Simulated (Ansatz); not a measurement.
Cs₂Pt₃Se₄:
```xyz
9
Lattice="0.0000 5.7126 7.0581 3.3393 0.0000 7.0581 3.3393 5.7126 0.0000" Properties=species:S:1:pos:R:3 pbc="T T T"
Cs     3.3393     5.7126     9.1354
Cs     3.3393     5.7126     4.9807
Pt     1.6697     2.8563     7.0581
Pt     1.6697     2.8563     0.0000
Pt     0.0000     0.0000     0.0000
Se     3.3393     1.9142     5.4898
Se     3.3393     9.5110     8.6263
Se     3.3393     9.5110     5.4898
Se     3.3393     1.9142     8.6263
```

Relaxed with r²SCAN. Independent-particle spectrum: no excitons, no local fields, no scissors shift; 0.1 eV broadening; ε₁ of the summed bands alone.

Tabulate the dielectric function from plane-wave PAW r²SCAN (Ansatz code).



| E (eV) | ε₁ xx | ε₂ xx | ε₁ yy | ε₂ yy | ε₁ zz | ε₂ zz |
|---|---|---|---|---|---|---|
| 0.0 | 7.51 | 0.00 | 7.54 | 0.00 | 6.88 | 0.00 |
| 0.5 | 7.61 | 0.00 | 7.65 | 0.00 | 7.00 | 0.00 |
| 1.0 | 7.97 | 0.00 | 8.02 | 0.00 | 7.48 | 0.00 |
| 1.5 | 8.72 | 0.00 | 8.81 | 0.00 | 9.07 | 0.03 |
| 2.0 | 10.46 | 0.08 | 10.44 | 0.35 | 10.19 | 5.85 |
| 2.5 | 16.84 | 0.73 | 16.91 | 2.01 | 2.67 | 4.91 |
| 3.0 | 8.54 | 12.31 | 6.93 | 13.72 | 3.76 | 2.48 |
| 3.5 | 1.38 | 10.83 | 3.16 | 9.82 | 4.92 | 1.68 |
| 4.0 | 1.22 | 6.31 | 0.88 | 7.11 | 6.79 | 1.13 |
| 4.5 | 1.87 | 6.02 | 1.85 | 5.94 | 8.96 | 7.45 |
| 5.0 | 1.50 | 5.84 | 2.20 | 6.30 | 6.13 | 3.54 |
| 5.5 | 0.23 | 5.31 | -0.07 | 4.29 | 4.59 | 8.77 |
| 6.0 | 0.60 | 4.14 | 0.89 | 4.73 | 2.70 | 5.10 |
| 6.5 | 0.90 | 3.38 | 1.00 | 3.10 | 4.76 | 5.33 |
| 7.0 | 1.00 | 2.80 | 0.40 | 3.25 | 1.08 | 9.28 |
| 7.5 | 1.88 | 3.44 | 1.71 | 2.83 | -1.82 | 6.67 |
| 8.0 | 0.63 | 4.28 | 1.95 | 4.27 | -0.98 | 3.62 |
| 8.5 | 0.41 | 3.06 | -0.03 | 3.89 | -1.21 | 3.16 |
| 9.0 | 0.28 | 2.69 | 0.16 | 2.81 | -0.34 | 1.97 |
| 9.5 | 0.43 | 2.71 | 0.61 | 2.66 | 0.42 | 2.04 |
| 10.0 | 0.70 | 1.93 | 0.23 | 2.16 | 0.47 | 1.89 |
| 10.5 | 0.66 | 2.54 | 0.37 | 2.46 | 0.77 | 2.16 |
| 11.0 | 0.53 | 1.87 | 0.29 | 1.97 | 1.12 | 1.85 |
| 11.5 | 0.77 | 1.76 | 0.42 | 1.65 | 1.48 | 1.89 |
| 12.0 | 1.40 | 2.12 | 0.98 | 1.47 | 1.52 | 3.68 |

With all bands, ε∞ without local fields is 7.65 (xx), 7.69 (yy), 7.01 (zz).

Space group Fmmm. The workflow started from a Materials Project entry (that database holds measured and hypothetical structures alike); the Crystallography Open Database copy checked does not list it. Whether it is the stable phase at ambient conditions was not checked. The cell was relaxed with r²SCAN under the symmetry of its start; whether a distortion lowers the energy is not shown. No spin polarisation was allowed. Scalar-relativistic: spin–orbit coupling is off unless named, which matters more the heavier the elements.

Potentials: the later of the program's two PAW sets.
